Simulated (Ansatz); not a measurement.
SiGeO3:
```yaml
crystal:
  lattice:
    - [3.38929, 0.00000, 0.00000]
    - [0.00000, 3.38929, 0.00000]
    - [0.00000, 0.00000, 4.28237]
  atoms:
    - { symbol: Si, position: [0.50000, 0.50000, 0.60093] }
    - { symbol: Ge, position: [0.00000, 0.00000, 0.14622] }
    - { symbol: O, position: [0.00000, 0.50000, 0.48276] }
    - { symbol: O, position: [0.50000, 0.00000, 0.48276] }
    - { symbol: O, position: [0.50000, 0.50000, 0.97753] }
```

This is the LDA-relaxed structure.

Question: All from plane-wave PAW LDA (Ansatz code), unless another level is named. Estimate the smallest direct gap on the standard path.

Answer: 2.43 eV.

Question: What about the formation energy from the elements (no fitted shifts)?

Answer: -1.99 eV/atom.

Question: Give the conduction-band minimum.

Answer: at Z.

Question: And the valence-band maximum?

Answer: at X.

Space group P4mm. The start of the workflow was typed in or built on a structure type; neither database checked (COD, Materials Project) lists it. Whether it is the stable phase at ambient conditions was not checked. The LDA relaxation kept the symmetry of its start. At this level the phase is dynamically unstable (imaginary phonons). A crystal of weakly bound units computed without a dispersion correction: the cell and the soft elastic constants depend strongly on that. The references are the lowest solids computed at this level, not always the standard phases (solids in place of the gases). Scalar-relativistic: spin–orbit coupling is off unless named, which matters more the heavier the elements.

Potentials: the later of the program's two PAW sets.
